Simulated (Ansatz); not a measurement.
Al2Pt: computed property card

Al2Pt:
Space group Fm-3m (No. 225); a = b = c = 5.8535 Å, α = β = γ = 90.00°

```tsv
atom	site	symmetry	x	y	z
Pt	4a	m-3m	0.0000	0.0000	0.0000
Al	8c	-43m	0.2500	0.2500	0.2500
```
(The calculation used a cell of 3 atoms; values per cell refer to that cell.)

Space group Fm-3m (No. 225), fluorite or antifluorite type; conventional cell a = 5.8535 Å, b = 5.8535 Å, c = 5.8535 Å, α = 90.00°, β = 90.00°, γ = 90.00°.

Method: LDA (plane waves, PAW; program Ansatz). Geometry: relaxed at this level of theory. Other levels are named where they apply.

### Cell and energy

| Quantity | Result |
|---|---|
| Volume per atom | 16.71 Å³ |
| Density | 8.25 g/cm³ |
| Formation energy from the elements (no fitted shifts) | -912 meV/atom |

### Electronic structure

| Item | Result |
|---|---|
| Electronic character | metallic (no gap) |
| Density of states at the Fermi level | 0.39 states/eV per atom (mean over ±0.08 eV) |

### Mechanics

| Quantity | Value |
|---|---|
| Bulk modulus (Birch–Murnaghan fit) | 145 GPa |
| Pressure derivative B′ | 4.4 |
| Elastic constants (relaxed ions, GPa) | C11 = 194, C12 = 121, C44 = 48.7 |
| Mechanical stability | stable (all eigenvalues of C positive) |
| Hill bulk and shear moduli | 145 and 43.4 GPa |
| Young's modulus | 118 GPa |
| Poisson's ratio | 0.36 |
| Debye temperature from the elastic constants | 301 K |

### Phonons

| Item | Result |
|---|---|
| Highest zone-centre frequency | 301 cm⁻¹ |
| Zone-centre stability | no imaginary mode at Γ |

The cell was relaxed with LDA under the symmetry of its start. No spin polarisation was allowed. As this level gives no gap, shear constants depend on the k-mesh and smearing (Fermi–Dirac, 0.1 eV here). As this level gives no gap, phonon frequencies hold no LO–TO term and depend on the k-mesh and smearing (Fermi–Dirac, 0.1 eV here). The references are the lowest solids computed at this level, not always the standard phases. Spin–orbit coupling is left out wherever it is not named.

Potentials: the later of the program's two PAW sets.
